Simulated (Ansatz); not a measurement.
Below is a relaxed structure of Y₅AlN₆. The cell was found from a structure generator's guess, not taken from experiment.

Theory: DFT PBE, scalar-relativistic, plane waves, PAW in Ansatz. Cutoff 420 eV, Γ-centred mesh, Gaussian smearing, no spin polarisation.

```xyz
12
Lattice="3.4320 0.0000 0.0000 0.0000 3.4320 0.0000 0.0000 0.0000 14.2544" Properties=species:S:1:pos:R:3 pbc="T T T"
Y     0.0000    0.0000   11.7906
Y     1.7160    1.7160    0.0000
Y     0.0000    0.0000    2.4639
Y     1.7160    1.7160    4.9497
Y     1.7160    1.7160    9.3048
Al    0.0000    0.0000    7.1272
N     0.0000    0.0000    0.0000
N     1.7160    1.7160    2.4433
N     0.0000    0.0000    5.0330
N     1.7160    1.7160    7.1272
N     0.0000    0.0000    9.2215
N     1.7160    1.7160   11.8111
```

The zero of energy is the elements' standard structures at the same level (N₂ as a molecule); no fitted shifts are applied.

(1) What space group does it have?

(2) What is its formation energy per atom?

(3) Is it a metal?

Results:

(1) P4/mmm (No. 123), with Y and Al ordered on rock salt sites. Conventional cell: a = 3.432 Å, c = 14.254 Å. Around Y on a site of symmetry 4mm lie 6 N at 2.43–2.57 Å; Y on a site of symmetry 4/mmm is surrounded by 6 N at 2.43–2.44 Å; Al has 2 N at 2.09 Å, 4 N at 2.43 Å and 8 Y at 3.26 Å; N on a site of symmetry 4/mmm has 6 Y at 2.43–2.46 Å; 4 more sites not described.

(2) −1.465 eV/atom. It lies below the elements, which doesn't yet make it stable against other compounds or structures.

(3) No, the gap on the 10×10×4 mesh is 0.21 eV.

The last run used a 10×10×4 mesh (in the run's order of axes) for its 12-atom cell and Gaussian smearing of 0.01 eV. Kohn–Sham gaps at this level usually fall short of measured ones. Small gaps are read on the mesh alone, and bands can cross between its points. A structure relaxed within its symmetry needn't be a true minimum.
